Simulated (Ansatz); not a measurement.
MgTl:
```xyz
2
Lattice="3.6381 0.0000 0.0000 0.0000 3.6381 0.0000 0.0000 0.0000 3.6381" Properties=species:S:1:pos:R:3 pbc="T T T"
Mg     0.0000     0.0000     0.0000
Tl     1.8190     1.8190     1.8190
```

Relaxed with r²SCAN.

Problem. Map the electron localisation function on the plane through (0.000, 0.000, 0.000) spanned by u = [1, 0, 0] and v = [0, 1, 1] in lattice vectors, from plane-wave PAW r²SCAN (Ansatz code).

Solution. x is the fraction of u, y of v (the angle between them is 90°; rows are the nearest grid lines); atoms in the plane: Mg at (0.00, 0.00), Tl at (0.50, 0.50).
```
|-+@%. -#####- .%@+-|
|+#@#. -#####- .#@#+|
|@@@= .+#####+. =@@@|
|%#=. -*#####*- .=#%|
|  .-*%%%###%%%*-.  |
|--+#%@%%###%%@%#+--|
|*##%%%%#####%%%%##*|
|*##%%%%%%%%%%%%%##*|
|+*###%%@%%%@%%###*+|
|++*##%@#+=+#@%##*++|
|=+*##@#-. .-#@##*+=|
|==*#%%+.   .+%%#*==|
|==*#%%+.   .+%%#*==|
|=+*##@#-. .-#@##*+=|
|++*##%@#+=+#@%##*++|
|+*###%%@%%%@%%###*+|
|*##%%%%%%%%%%%%%##*|
|*##%%%%#####%%%%##*|
|--+#%@%%###%%@%#+--|
|  .-*%%%###%%%*-.  |
|%#=. -*#####*- .=#%|
|@@@= .+#####+. =@@@|
|+#@#. -#####- .#@#+|
|-+@%. -#####- .%@+-|
```
Scale: ten equal steps from 0.006 (start of ' ') to 0.435 (end of '@'), in the order ' .:-=+*#%@'; x runs from 0.000 to 1.00, y from 0.000 (bottom) to 1.00 (top).

The density is the valence pseudo-density with augmentation charge, so density and ELF within about 1 Å of a nucleus are not all-electron values.

Space group Pm-3m (CsCl type). The workflow started from an entry of the Crystallography Open Database (COD). Whether it is the stable phase at ambient conditions was not checked. The cell was relaxed with r²SCAN under the symmetry of its start; whether a distortion lowers the energy is not shown. Scalar-relativistic: spin–orbit coupling is off unless named, which matters more the heavier the elements.

Potentials: the later of the program's two PAW sets.
